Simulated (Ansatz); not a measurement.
TiSnS:
```yaml
crystal:
  lattice:
    - [3.83740, 0.00000, 0.00000]
    - [0.00000, 3.83740, 0.00000]
    - [0.00000, 0.00000, 7.80576]
  atoms:
    - { symbol: Ti, position: [0.00000, 0.50000, 0.70332] }
    - { symbol: Ti, position: [0.50000, 0.00000, 0.29668] }
    - { symbol: Sn, position: [0.00000, 0.00000, 0.00000] }
    - { symbol: Sn, position: [0.50000, 0.50000, 0.00000] }
    - { symbol: S, position: [0.50000, 0.00000, 0.61736] }
    - { symbol: S, position: [0.00000, 0.50000, 0.38264] }
```
The run is spin-polarised; directions of the spins, atom by atom: ↑ ↑ 0 0 0 0.

Relaxed with r²SCAN.

Q: Which orbitals make up the states near the Fermi level in DFT-r²SCAN in the program Ansatz with PAW potentials?

A: Within 0.5 eV of the Fermi level: Ti 3d 84 %, Sn 5p 7 %. Projections are on Löwdin-orthogonalised atomic valence shells; empty p or d shells of many metals are not among them.

Q: Tabulate the density of states.

A: States/eV per cell of 6 atoms, in 0.25 eV bins, energy from the Fermi level.

| E (eV) | total | Ti 3d | S 3p | Sn 5p |
|---|---|---|---|---|
| -7.85 | 0.63 | 0.03 | 0.03 | 0.22 |
| -7.60 | 0.72 | 0.04 | 0.04 | 0.22 |
| -7.35 | 0.74 | 0.04 | 0.04 | 0.20 |
| -7.10 | 0.56 | 0.03 | 0.03 | 0.18 |
| -6.85 | 0.45 | 0.03 | 0.03 | 0.16 |
| -6.60 | 0.39 | 0.03 | 0.03 | 0.15 |
| -6.35 | 0.39 | 0.03 | 0.05 | 0.15 |
| -6.10 | 1.31 | 0.10 | 0.50 | 0.42 |
| -5.85 | 3.56 | 0.29 | 1.86 | 0.89 |
| -5.60 | 5.34 | 0.51 | 3.36 | 0.80 |
| -5.35 | 3.12 | 0.31 | 1.81 | 0.50 |
| -5.10 | 1.96 | 0.20 | 1.07 | 0.37 |
| -4.85 | 2.79 | 0.29 | 1.60 | 0.53 |
| -4.60 | 3.22 | 0.40 | 1.88 | 0.57 |
| -4.35 | 2.98 | 0.37 | 1.70 | 0.58 |
| -4.10 | 3.67 | 0.48 | 2.22 | 0.63 |
| -3.85 | 5.44 | 0.82 | 3.55 | 0.73 |
| -3.60 | 5.62 | 0.99 | 3.39 | 0.90 |
| -3.35 | 4.63 | 1.04 | 2.67 | 0.69 |
| -3.10 | 4.77 | 1.15 | 2.76 | 0.65 |
| -2.85 | 3.90 | 0.78 | 2.15 | 0.74 |
| -2.60 | 2.06 | 0.41 | 0.98 | 0.49 |
| -2.35 | 1.72 | 0.39 | 0.70 | 0.45 |
| -2.10 | 2.17 | 0.63 | 0.71 | 0.64 |
| -1.85 | 3.01 | 1.06 | 0.77 | 0.96 |
| -1.60 | 3.77 | 1.43 | 0.84 | 1.25 |
| -1.35 | 4.51 | 1.86 | 0.91 | 1.47 |
| -1.10 | 4.06 | 1.88 | 0.76 | 1.22 |
| -0.85 | 2.74 | 1.58 | 0.31 | 0.70 |
| -0.60 | 1.92 | 1.19 | 0.18 | 0.44 |
| -0.35 | 1.75 | 1.29 | 0.10 | 0.26 |
| -0.10 | 2.07 | 1.75 | 0.07 | 0.17 |
| 0.15 | 2.61 | 2.22 | 0.14 | 0.15 |
| 0.40 | 3.86 | 3.43 | 0.17 | 0.14 |
| 0.65 | 7.44 | 6.57 | 0.27 | 0.27 |
| 0.90 | 10.31 | 8.68 | 0.35 | 0.49 |
| 1.15 | 10.84 | 8.85 | 0.44 | 0.58 |
| 1.40 | 8.30 | 6.26 | 0.54 | 0.60 |
| 1.65 | 7.01 | 4.97 | 0.76 | 0.55 |
| 1.90 | 4.27 | 2.80 | 0.72 | 0.37 |
| 2.15 | 4.89 | 3.08 | 1.04 | 0.40 |
| 2.40 | 5.05 | 2.88 | 1.18 | 0.58 |
| 2.65 | 4.06 | 2.02 | 0.87 | 0.77 |
| 2.90 | 2.84 | 1.14 | 0.39 | 0.81 |
| 3.15 | 2.50 | 0.79 | 0.24 | 0.84 |
| 3.40 | 2.21 | 0.58 | 0.17 | 0.84 |
| 3.65 | 1.45 | 0.34 | 0.10 | 0.59 |
| 3.90 | 1.70 | 0.30 | 0.10 | 0.64 |
| 4.15 | 2.79 | 0.35 | 0.18 | 0.85 |
| 4.40 | 2.70 | 0.22 | 0.17 | 0.66 |
| 4.65 | 2.98 | 0.22 | 0.19 | 0.74 |

Space group P4/nmm. The start of the workflow was typed in or built on a structure type; neither database checked (COD, Materials Project) lists it. Its standing as an ambient phase is unchecked. The cell was relaxed with r²SCAN under the symmetry of its start; its stability against distortions is not shown here. The final state is ferromagnetic, the only order run, not a proven ground state. Other orbital occupations within this spin state were not tried. No Hubbard U is applied. The compound may be a true metal, but semilocal functionals without U, or a wrong spin order, can also close a gap. Spin–orbit coupling is left out wherever it is not named.

Potentials: the later of the program's two PAW sets.
